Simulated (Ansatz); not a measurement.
Consider the following.

LuNi4Sn:
Space group F-43m (No. 216); a = 6.9272 Å, b = 6.9272 Å, c = 6.9272 Å, α = 90.00°, β = 90.00°, γ = 90.00°

```
atom  site  symmetry       x       y       z
----  ----  --------  ------  ------  ------
Lu      4a      -43m  0.0000  0.0000  0.0000
Sn      4c      -43m  0.2500  0.2500  0.2500
Ni     16e       .3m  0.6246  0.6246  0.6246
```
(The calculation used a cell of 6 atoms; values per cell refer to that cell.)

This is the r²SCAN-relaxed structure.

Q: All from the program Ansatz at the r²SCAN level (PAW), unless another level is named. Estimate the density of states at the Fermi level.

A: 0.58 states/eV per atom (mean over ±0.08 eV).

Q: Next, the formation energy from the elements (no fitted shifts)?

A: -36 kJ/mol of atoms.

The workflow started from an entry of the Crystallography Open Database (COD). Its standing as an ambient phase is unchecked. Symmetry was held in the r²SCAN relaxation; its stability against distortions is not shown here. The workflow began spin-polarised and lost its moments. The references are the lowest solids computed at this level, not always the standard phases. Spin–orbit coupling is left out wherever it is not named.

Potentials: the later of the program's two PAW sets.
